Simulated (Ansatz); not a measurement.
MoP:
```
MoP
1.0
    3.00276     0.00000     0.00000
    0.00000     3.00276     0.00000
    0.00000     0.00000     3.00276
Mo P
1 1
Direct
  0.00000   0.00000   0.00000
  0.50000   0.50000   0.50000
```

Relaxed with PBE. Special points in fractions of this cell's reciprocal vectors: Γ (0.000, 0.000, 0.000); X (0.000, 0.500, 0.000); M (0.500, 0.500, 0.000); R (0.500, 0.500, 0.500).

### Question
List the band energies nearest the Fermi level at these points for the program Ansatz at the PBE with spin–orbit coupling level (PAW).

### Answer
In eV from the Fermi level; about four levels below and three above (degenerate sets whole), none deeper than 8.9 eV; points with the same levels are listed once.

```csv
k,below,above
Γ,-3.88 -3.88 -3.88 -3.88,0.20 0.20 0.40 0.40 0.40 0.40
X,-2.80 -2.80 -2.67 -2.67,1.61 1.61 3.00 3.00
M,-0.90 -0.90 -0.82 -0.82,2.19 2.19 2.43 2.43
R,-7.08 -7.08 -7.08 -7.08 -7.07 -7.07,3.21 3.21 3.24 3.24 3.24 3.24
```

Space group Pm-3m (CsCl type). The cell is a constructed one: a structure type filled with these elements; neither database checked (COD, Materials Project) lists it. COD files the formula under space group No. 187, so this cell is another polymorph or a model. Whether it is the stable phase at ambient conditions was not checked. Symmetry was held in the PBE relaxation; its stability against distortions is not shown here. No spin polarisation was allowed.

Potentials: the later of the program's two PAW sets.
